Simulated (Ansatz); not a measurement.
TiSi:
```xyz
8
Lattice="6.5058 0.0000 0.0000 0.0000 3.6339 0.0000 0.0000 0.0000 4.9904" Properties=species:S:1:pos:R:3 pbc="T T T"
Ti     4.3969     0.9085     1.8542
Ti     2.1089     2.7254     3.1362
Ti     5.3618     2.7254     4.3494
Ti     1.1440     0.9085     0.6410
Si     3.5393     0.9085     4.2685
Si     2.9665     2.7254     0.7219
Si     6.2194     2.7254     1.7733
Si     0.2864     0.9085     3.2171
```

Relaxed with r²SCAN. Special points in fractions of this cell's reciprocal vectors: Γ (0.000, 0.000, 0.000); X (0.500, 0.000, 0.000); S (0.500, 0.500, 0.000); Y (0.000, 0.500, 0.000); Z (0.000, 0.000, 0.500); U (0.500, 0.000, 0.500); R (0.500, 0.500, 0.500); T (0.000, 0.500, 0.500).

### Question
List the band energies nearest the Fermi level at these points for plane-wave PAW r²SCAN (Ansatz code).

### Answer
In eV from the Fermi level; about four levels below and three above (degenerate sets whole), none deeper than 8.9 eV; points with the same levels are listed once.

```json
[
 {"k": "Γ", "below": "-0.74 -0.55 -0.36 -0.16", "above": "0.35 0.62 0.66"},
 {"k": "X", "below": "-0.81 -0.81 -0.47 -0.47", "above": "0.41 0.41 0.61 0.61"},
 {"k": "S", "below": "-1.83 -1.83 -1.83 -1.83", "above": "1.83 1.83 1.83 1.83"},
 {"k": "Y", "below": "-1.79 -1.79 -1.73 -1.73", "above": "1.55 1.55 1.91 1.91"},
 {"k": "Z", "below": "-0.93 -0.93 -0.33 -0.33", "above": "0.43 0.43 0.81 0.81"},
 {"k": "U", "below": "-0.95 -0.95 -0.75 -0.75", "above": "0.46 0.46 0.75 0.75"},
 {"k": "R", "below": "-1.42 -1.42 -1.42 -1.42", "above": "1.36 1.36 1.36 1.36"},
 {"k": "T", "below": "-0.44 -0.44 -0.02 -0.02", "above": "0.77 0.77 1.97 1.97"}
]
```

Space group Pnma. The first step of the workflow began from a Materials Project structure, measured or hypothetical; the Crystallography Open Database copy checked does not list it. COD files the formula under space group No. 25, so this cell is another polymorph or a model. Its standing as an ambient phase is unchecked. The r²SCAN relaxation kept the symmetry of its start; whether a distortion lowers the energy is not shown. No spin polarisation was allowed.

Potentials: the earlier of the program's two PAW sets.
